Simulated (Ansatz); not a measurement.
## Computed properties of Bi

Bi:
```yaml
crystal:
  lattice:
    - [-3.25329, 3.25329, 3.25336]
    - [3.25329, -3.25329, 3.25336]
    - [3.25329, 3.25329, -3.25336]
  atoms:
    - { symbol: Bi, position: [0.74992, 0.24992, 0.99984] }
    - { symbol: Bi, position: [0.25008, 0.75008, 0.00016] }
    - { symbol: Bi, position: [0.75008, 0.74992, 0.50000] }
    - { symbol: Bi, position: [0.24992, 0.25008, 0.50000] }
```

Space group Pm-3m (No. 221); conventional cell a = 3.253 Å, b = 3.253 Å, c = 3.253 Å, α = 90.00°, β = 90.00°, γ = 90.00°.

Method: the program Ansatz at the r²SCAN level (PAW). The cell and atoms are relaxed at this level. Other levels are named where they apply.

Cell and energy:

| Item | Result |
|---|---|
| Volume per atom | 34.43 Å³ |
| Density | 10.08 g/cm³ |

Electronic structure:

| Quantity | Value |
|---|---|
| Electronic character | metallic (no gap) |
| Density of states at the Fermi level | 0.59 states/eV per atom (mean over ±0.08 eV) |
| Gap with spin–orbit coupling | none (metallic) |

Mechanics:

| Property | Result |
|---|---|
| Bulk modulus (Birch–Murnaghan fit) | 49.8 GPa |
| Pressure derivative B′ | 3.6 |
| Mechanical stability | stable (all eigenvalues of C positive) |
| Hill bulk and shear moduli | 50.7 and 20.4 GPa |
| Young's modulus | 54.1 GPa |
| Poisson's ratio | 0.32 |
| Debye temperature from the elastic constants | 146 K |

Phonons:

| Property | Result |
|---|---|
| Highest zone-centre frequency | 5.0 meV |
| Zone-centre stability | no imaginary mode at Γ |

The first step of the workflow began from a Materials Project structure, measured or hypothetical; the Crystallography Open Database copy checked does not list it. It is not the phase usual at ambient conditions (space group No. 166). The cell was relaxed with r²SCAN under the symmetry of its start. As this level gives no gap, shear constants depend on the k-mesh and smearing (Fermi–Dirac, 0.1 eV here). As this level gives no gap, phonon frequencies hold no LO–TO term and depend on the k-mesh and smearing (Fermi–Dirac, 0.1 eV here). Point labels and valley counts follow the cell and symmetry of the run, lower than the named group. Spin–orbit coupling is left out wherever it is not named.

Potentials: the later of the program's two PAW sets.
